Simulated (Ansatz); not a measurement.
HgSe:
```
HgSe
1.0
    4.17511     0.00000     0.00000
   -2.08756     3.61576     0.00000
    0.00000     0.00000     9.57830
Hg Se
3 3
Direct
  0.00000   0.66418   0.33333
  0.33582   0.33582   0.00000
  0.66418   0.00000   0.66667
  0.00000   0.53761   0.83333
  0.46239   0.46239   0.50000
  0.53761   0.00000   0.16667
```

Plane-wave PAW LDA (Ansatz code) gives a gap of 0.52 eV without spin–orbit coupling, maximum off the standard path, at k = (-0.062, 0.000, 0.333) in fractions of the reciprocal vectors, minimum on the K–Γ line, 95 % of the way from K.

What happens when spin–orbit coupling is switched on?

The gap falls by 0.04 eV, to 0.48 eV; maximum off the standard path, at k = (-0.052, 0.000, 0.448) in fractions of the reciprocal vectors, minimum on the K–Γ line, 94 % of the way from K.

Space group P3_221. The workflow started from a Materials Project entry (that database holds measured and hypothetical structures alike); the Crystallography Open Database copy checked does not list it. COD files the formula under space group No. 216. Its standing as an ambient phase is unchecked. Symmetry was held in the LDA relaxation; its stability against distortions is not shown here. A crystal of weakly bound chains computed without a dispersion correction: the cell and the soft elastic constants depend strongly on that.

Potentials: the later of the program's two PAW sets.
